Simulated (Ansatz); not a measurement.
## TiB: do energies and stresses tell the same story?

These are results of DFT PBEsol, scalar-relativistic, plane waves, PAW (Ansatz), not measurements.

Cutoff 420 eV; k points 6×12×8 on the computed 8-atom cell (Γ-centred); Gaussian smearing, width 0.10 eV; no spin polarisation.

Relaxed cell: Pnma, a = 6.059 Å, b = 3.033 Å, c = 4.527 Å, α = 90.00°, β = 90.00°, γ = 90.00°, 8 atoms in the primitive cell. Whether it is the stable form of this composition wasn't checked.

Energies at zero smearing and pressures from the stress tensor, at volumes with shape and atoms relaxed:
```tsv
V (Å³/atom)	E − E(first) (meV/atom)	P (GPa)
9.150	0.00	35.97
9.462	-58.92	24.85
9.774	-97.73	15.28
10.086	-119.25	7.05
10.398	-125.90	-0.02
10.710	-119.76	-6.09
11.022	-102.67	-11.30
11.438	-65.49	-17.09
```

Task: Check P = −dE/dV between neighbouring volumes, and get the bulk modulus from the pressures alone.

Result: With 1 eV/Å³ = 160.2 GPa:
```json
{"middle V (Å³/atom)": "9.306", "−ΔE/ΔV (GPa)": "30.262", "mean P (GPa)": "30.410"}
{"middle V (Å³/atom)": "9.618", "−ΔE/ΔV (GPa)": "19.934", "mean P (GPa)": "20.066"}
{"middle V (Å³/atom)": "9.930", "−ΔE/ΔV (GPa)": "11.052", "mean P (GPa)": "11.169"}
{"middle V (Å³/atom)": "10.242", "−ΔE/ΔV (GPa)": "3.416", "mean P (GPa)": "3.518"}
{"middle V (Å³/atom)": "10.554", "−ΔE/ΔV (GPa)": "-3.150", "mean P (GPa)": "-3.055"}
{"middle V (Å³/atom)": "10.866", "−ΔE/ΔV (GPa)": "-8.782", "mean P (GPa)": "-8.698"}
{"middle V (Å³/atom)": "11.230", "−ΔE/ΔV (GPa)": "-14.323", "mean P (GPa)": "-14.198"}
```

The two differ by 0.15 GPa at most. The mean of two end pressures misses the average over a step by about ΔV² P″/12, up to 0.14 GPa here; with that taken off 0.02 GPa remains. Around V = 10.398 Å³/atom, the two neighbours give B = −V ΔP/ΔV = 10.398 × 13.15 / 0.624 = 219.1 GPa, against B0 = 218.0 GPa from the Birch–Murnaghan fit of the energies.